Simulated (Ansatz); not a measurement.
VGe:
```
CELL_PARAMETERS angstrom
      2.87682     0.00000     0.00000
     -1.43841     2.49140     0.00000
      0.00000     0.00000     3.91238
ATOMIC_POSITIONS crystal
  V  0.00000 0.00000 0.00000
  Ge 0.66667 0.33333 0.50000
```

Relaxed with PBEsol. Special points in fractions of this cell's reciprocal vectors: Γ (0.000, 0.000, 0.000); M (0.500, 0.000, 0.000); K (0.333, 0.333, 0.000); A (0.000, 0.000, 0.500); L (0.500, 0.000, 0.500); H (0.333, 0.333, 0.500).

Task: List the band energies nearest the Fermi level at these points for plane-wave PAW PBEsol (Ansatz code).

Result: In eV from the Fermi level; about four levels below and three above (degenerate sets whole), none deeper than 8.9 eV; points with the same levels are listed once.

| k | below | above |
|---|---|---|
| Γ | -2.74 -2.37 -0.05 -0.05 | 1.20 1.20 5.23 |
| M | -7.80 -6.09 -2.93 -1.82 | 0.71 2.37 2.99 |
| K | -4.54 -3.87 -2.32 -0.77 | 1.10 1.13 2.90 |
| A | -6.87 -0.74 | 0.15 0.15 0.89 0.89 |
| L | -5.08 -3.36 -0.79 -0.37 | 0.45 2.40 2.49 |
| H | -4.40 -2.81 -2.77 -0.79 | 0.57 2.72 3.11 |

Space group P-6m2. The cell is a constructed one: a structure type filled with these elements; neither database checked (COD, Materials Project) lists it. Its standing as an ambient phase is unchecked. The cell was relaxed with PBEsol under the symmetry of its start; of distortions, only those at the zone centre were tested. The workflow began spin-polarised and lost its moments. The cell computed holds one magnetic atom, so no antiferromagnetic order was within reach. Spin–orbit coupling is left out wherever it is not named.

Potentials: the later of the program's two PAW sets.
